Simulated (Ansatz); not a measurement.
In the program Ansatz at the r²SCAN level (PAW), SiO$_{2}$ in the trigonal phase (P3_121; Si on 3a, O on 6c) relaxes to a = 4.921 Å, c = 5.416 Å. Si has 4 nearest neighbours from 1.61 Å (tetrahedral); O has 2 nearest neighbours from 1.61 Å (bent). Its formation energy from the elements is -289 kJ/mol of atoms, with no fitted shifts.

It is gapped at this level: 6.60 eV (indirect). The valence maximum lies at K and the conduction minimum at Γ.

The cell was relaxed with r²SCAN under the symmetry of its start. The references are the lowest solids computed at this level, not always the standard phases (solids in place of the gases).

Potentials: the later of the program's two PAW sets.
